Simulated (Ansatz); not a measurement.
Ca2SeO as one 4-atom ordering (R-3m) on the rocksalt lattice, relaxed with r2SCAN in the PAW code Ansatz. It is trigonal, R-3m (No. 166); a = 3.769 Å, c = 18.876 Å in the conventional setting, 19.35 Å³ an atom. Around O lie 6 Ca at 2.54 Å; around Se lie 6 Ca at 2.85 Å; around Ca lie 3 O at 2.54 Å and 3 Se at 2.85 Å.

The axes x, y and z are those of this cell:
```
O Se Ca
1.0
     1.88463    1.08809    6.29203
    -1.88463    1.08809    6.29203
     0.00000   -2.17618    6.29203
O Se Ca
1 1 2
Direct
  0.00000 0.00000 0.00000
  0.50000 0.50000 0.50000
  0.26397 0.26397 0.26397
  0.73603 0.73603 0.73603
```

Unstrained: The PBE gap is indirect, 1.688 eV (Γ to F), below the direct gap of 2.218 eV at Γ. With r2SCAN the valence top lies at Γ and the conduction bottom at F, 2.107 eV higher; the smallest vertical gap, at Γ, is 2.764 eV. HSE06 gives an indirect gap of 2.687 eV, from Γ to F; the least direct gap is 3.098 eV at Γ. Meshes: PBE 8×8×8, r2SCAN 8×8×8, HSE06 6×6×6. Strains are changes of length per length. After each strain the atoms were relaxed again with r2SCAN within the symmetry that the strain leaves, so tilts or polar shifts that break it weren't tested; points keep the names that they have in the unstrained zone. Spin-unpolarised throughout. Whether this structure exists isn't addressed.

(1) Apply uniaxial -1.3 % along z, other directions held. How far does the gap move, against the unstrained cell?

(2) Apply isotropic +4.07 % on every length. How far does the gap move, against the unstrained cell?

## Answers

(1) PBE: the gap goes from 1.688 to 1.713 eV (+0.025 eV); with r2SCAN the top three valence levels at Γ, grouped 2+1 from the top over 1244 meV, become 2+1 over 1155 meV. r2SCAN: the gap goes from 2.107 to 2.135 eV (+0.028 eV). HSE06: the gap goes from 2.687 to 2.716 eV (+0.029 eV). The r2SCAN energy rises by 1.4 meV an atom.

(2) PBE: the gap goes from 1.688 to 1.848 eV (+0.160 eV); it turns from indirect (Γ → F) to direct (Γ); with r2SCAN the top three valence levels at Γ, grouped 2+1 from the top over 1244 meV, become 2+1 over 997 meV. r2SCAN: the gap goes from 2.107 to 2.393 eV (+0.286 eV); it turns from indirect (Γ → F) to direct (Γ). HSE06: the gap goes from 2.687 to 2.705 eV (+0.018 eV); it turns from indirect (Γ → F) to direct (Γ). The r2SCAN energy rises by 57.2 meV an atom.

Spin-orbit coupling is left out.

The splittings at Γ are without spin-orbit coupling, which regroups them where it is of like size or larger.
